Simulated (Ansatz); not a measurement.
All numbers below come from DFT r2SCAN, scalar-relativistic, plane waves, PAW (Ansatz 0.2.0).

Structure of Ge$_{2}$Sb$_{2}$Te$_{5}$:

```xyz
9
Lattice="4.2269 0.0000 0.0000 -2.1135 3.6606 0.0000 0.0000 0.0000 18.3175" Properties=species:S:1:pos:R:3 pbc="T T T"
Ge    0.0000    0.0000    6.0321
Ge    0.0000    0.0000   12.2854
Sb    0.0000    2.4404    2.0308
Sb    2.1135    1.2202   16.2866
Te    0.0000    0.0000    0.0000
Te    0.0000    2.4404   14.5461
Te    2.1135    1.2202    3.7713
Te    0.0000    2.4404    7.4318
Te    2.1135    1.2202   10.8857
```

Settings: cutoff 500 eV, Γ-centred mesh 12×12×2 on the computed 9-atom cell, Gaussian smearing of 0.01 eV; no spin polarisation.

Levels along Γ–M–K–Γ–A–L–H–A | L–M | H–K, in eV from a zero inside the gap, sorted by energy at each point. Points in fractions of the primitive reciprocal vectors: Γ (0.000 0.000 0.000), M (0.500 0.000 0.000), K (0.333 0.333 0.000), A (0.000 0.000 0.500), L (0.500 0.000 0.500), H (0.333 0.333 0.500).
```
point k (1/Å, with 2π) band 67  band 68  band 69  band 70  band 71  band 72  band 73
    Γ             0.000    -1.25    -1.15    -0.04     0.04     0.04     0.04     1.00
    -             0.429    -1.69    -1.05    -0.57     0.39     0.54     0.92     1.56
    M             0.858    -2.07    -1.54    -1.33     0.35     0.41     0.58     1.41
    -             1.106    -1.89    -1.48    -1.31     0.48     0.72     0.90     1.97
    K             1.354    -1.61    -1.61    -1.36     0.75     0.75     0.79     2.60
    -             1.849    -1.67    -0.85    -0.79     0.54     0.60     0.90     1.66
    Γ             2.345    -1.25    -1.15    -0.04     0.04     0.04     0.04     1.00
    -             2.430    -1.47    -1.01    -0.06     0.05     0.05     0.05     0.98
    A             2.516    -1.69    -0.94    -0.08     0.05     0.05     0.07     0.97
    -             2.945    -1.58    -1.06    -0.70     0.41     0.56     1.07     1.59
    L             3.374    -2.17    -2.03    -0.93     0.11     0.53     0.75     1.53
    -             3.622    -1.85    -1.39    -1.27     0.63     0.68     0.93     1.95
    H             3.870    -1.80    -1.80    -1.66     1.00     1.00     1.04     2.18
    -             4.365    -1.56    -1.01    -0.83     0.60     0.80     1.02     1.55
    A             4.861    -1.69    -0.94    -0.08     0.05     0.05     0.07     0.97
    L             4.861    -2.17    -2.03    -0.93     0.11     0.53     0.75     1.53
    -             4.947    -2.05    -1.82    -1.09     0.24     0.56     0.57     1.48
    M             5.032    -2.07    -1.54    -1.33     0.35     0.41     0.58     1.41
    H             5.032    -1.80    -1.80    -1.66     1.00     1.00     1.04     2.18
    -             5.118    -1.70    -1.70    -1.49     0.87     0.87     0.90     2.41
    K             5.204    -1.61    -1.61    -1.36     0.75     0.75     0.79     2.60
```

Spin-orbit coupling is left out, which matters for the bands of heavy elements. The cell holds layers, and where no dispersion correction was added their binding is poorly described.

Cost: 1 run of about 18 core-minutes, on Intel Xeon Processor @ 2.50GHz (Skylake/Cascade Lake) (shared hosts).